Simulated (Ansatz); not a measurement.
Data:

FeBiO3:
```xyz
10
Lattice="2.8227 1.6297 4.5705 -2.8227 1.6297 4.5705 0.0000 -3.2594 4.5705" Properties=species:S:1:pos:R:3 pbc="T T T"
Bi     0.0000     0.0000     3.7770
Bi     0.0000     0.0000     9.9345
Fe     0.0000     0.0000     0.0000
Fe     0.0000     0.0000     6.8558
O      0.4402     1.5396     8.1079
O     -1.5535    -0.3886     8.1079
O      1.1132    -1.1511     8.1079
O     -0.4402    -1.5396     5.6037
O      1.5535     0.3886     5.6037
O     -1.1132     1.1511     5.6037
```
The run is spin-polarised; directions of the spins, atom by atom: 0 0 ↑ ↓ 0 0 0 0 0 0.

This is the PBE-relaxed structure.

Problem. All from plane-wave PAW PBE (Ansatz code), unless another level is named. Give the smallest direct gap on the standard path.

Solution. 0.50 eV.

Problem. Give the band gap.

Solution. 0.43 eV (indirect).

Problem. Next, the hole effective mass?

Solution. 0.31, 0.93, 1.7 mₑ (principal values).

Problem. Predict the valence-band maximum.

Solution. at L.

Problem. Next, the conduction-band minimum?

Solution. at T.

Space group R-3. The start of the workflow was typed in or built on a structure type; neither database checked (COD, Materials Project) lists it. It is not the phase usual at ambient conditions (space group No. 161). The PBE relaxation kept the symmetry of its start, as lowered by the spin order; its stability against distortions is not shown here. Spin order of the final state: antiferromagnetic, chosen from 4 collinear starts compared on coarse meshes (ties went to the first, and starts can fall back to one state), not a proven ground state. The volume moved by 16 % from the start of the relaxation. No Hubbard U is applied. Scalar-relativistic: spin–orbit coupling is off unless named, which matters more the heavier the elements.

Potentials: the later of the program's two PAW sets.
